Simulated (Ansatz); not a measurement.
**What DFT gives for Sb2AsSe2**

```yaml
crystal:
  lattice:
    - [0.00000, 4.01373, 0.00000]
    - [5.44930, -2.00686, 0.00000]
    - [-0.04781, 2.00686, -11.45281]
  atoms:
    - { symbol: Sb, position: [0.95480, 0.73410, 0.82450] }
    - { symbol: Sb, position: [0.04520, 0.26590, 0.17550] }
    - { symbol: Sb, position: [0.81190, 0.22590, 0.60210] }
    - { symbol: Sb, position: [0.18810, 0.77410, 0.39790] }
    - { symbol: As, position: [0.39420, 0.77280, 0.98440] }
    - { symbol: As, position: [0.60580, 0.22720, 0.01560] }
    - { symbol: Se, position: [0.21140, 0.18520, 0.76240] }
    - { symbol: Se, position: [0.78860, 0.81480, 0.23760] }
    - { symbol: Se, position: [0.59370, 0.77900, 0.59160] }
    - { symbol: Se, position: [0.40630, 0.22100, 0.40840] }
```

The numbers come from plane-wave PAW DFT (Ansatz): r2SCAN, no spin polarisation, 500 eV, 5×5×5 Γ-centred k points, fermi-dirac occupations (width 0.1 eV). Nothing was relaxed.

Problem. Is it stable against the elements?

Solution. -0.12 eV an atom against the elements' usual phases (free molecules for gases, crystals otherwise, with no correction for O₂ or N₂), so it is bound against them; other compounds may still compete. Relaxing would lower it.

Problem. What is the band gap?

Solution. The gap is 0.18 eV, indirect (the least direct gap found is 0.30 eV).

Problem. Which atom feels the largest force, and which way?

Solution. The largest is on Se9 (and as large on other atoms): 1.52 eV/Å, components (-1.43, 0.00, 0.53). It makes 163° with the line to a nearest neighbour, Sb3 at 2.44 Å, pointing away from it.

Problem. Is the cell too large or too small?

Solution. The pressure is 5.3 GPa (compression positive), so with the atoms held at these fractions the cell would first expand; the forces are large, so a full relaxation may end otherwise. The principal stresses 3.6, 4.1, 8.2 GPa differ, so its shape would change too.

Origin: a known structure type with other elements, at an estimated volume, so it need not be a known compound. Caveats: no spin-orbit coupling, which can shift this gap by tenths of an eV; atoms or cell far from equilibrium; the mesh misses a band edge that the path finds.
